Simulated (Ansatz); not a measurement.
The numbers come from plane-wave PAW DFT (Ansatz): r2SCAN, with U_eff = 2.63 eV on Mn d (all-electron-ortho-atomic projectors), no spin polarisation, 500 eV, 6×6×7 Γ-centred k points, cold occupations (width 0.2272 eV). Nothing was relaxed.

Computed maps in the lattice plane spanned by a (left to right, 6.18 Å, 19 points from zero) and b (bottom to top, 6.18 Å, 19 points from zero), 60° apart, at height 0.270 along c. The fields are smooth PAW ones with compensation charges, not the true ones near nuclei.

Valence density. Digits on a logarithmic scale: 0 up to 0.03 e/Å³, each further digit a factor of 1.6, 9 from 1.3 e/Å³ up:
```
4469998520002589996
5459999851001589999
7447999963000369999
8535899974100147999
7422478864100014688
5422245553100001355
3333333321000000012
1345554310000000000
1356776531000111000
1367888763101344310
1368888886312567652
3357873787533589985
5346883388643589998
7435788788753479999
8423578888753248999
7522356787653225799
5432234566543223456
4445443333333445444
4457875311113578754
```

ELF. Ten even steps from '0' (0.00) to '9' (0.90):
```
0048898610001689884
3038868861001688688
7117867973000379768
8303898985000058989
7300378875100015788
4100014663000000366
0001100011000000011
0036763000000000000
0389999730000010000
0599999995001355310
0399855899301678761
0089810189700689986
4039950059930488788
7106995159960179669
8301799889971038888
7300169999961003788
3100003899830000134
0013310035300133100
0037874000000478730
```

**Question.** The cell is Cs$_{2}$LiMnF$_{6}$. Which atoms lie within 0.2 Å of this plane, and where (fractions of a and b)?

**Answer.** Cs at (0.33, 0.33), F at (0.28, 0.86), F at (0.86, 0.86), F at (0.86, 0.28). The whole cell:
```xyz
10
Lattice="3.0898 5.3518 0.0000 -3.0898 5.3518 0.0000 0.0000 0.0000 5.0296" Properties=species:S:1:pos:R:3 pbc="T T T"
Li    0.0000    0.0000    2.5148
Cs    0.0000    3.5675    1.3575
Cs   -0.0003    7.1355    3.6721
F    -0.0012    1.4878    3.8315
F     1.8020    4.6068    3.8315
F    -1.8008    4.6089    3.8315
F    -1.8008    6.0946    1.1980
F    -0.0012    9.2157    1.1980
F     1.8020    6.0967    1.1980
Mn    0.0000    0.0000    0.0000
```

Origin: a known structure type with other elements, at an estimated volume, so it need not be a known compound. Caveats: no spin polarisation, so a magnetic state may lie lower; wide smearing.
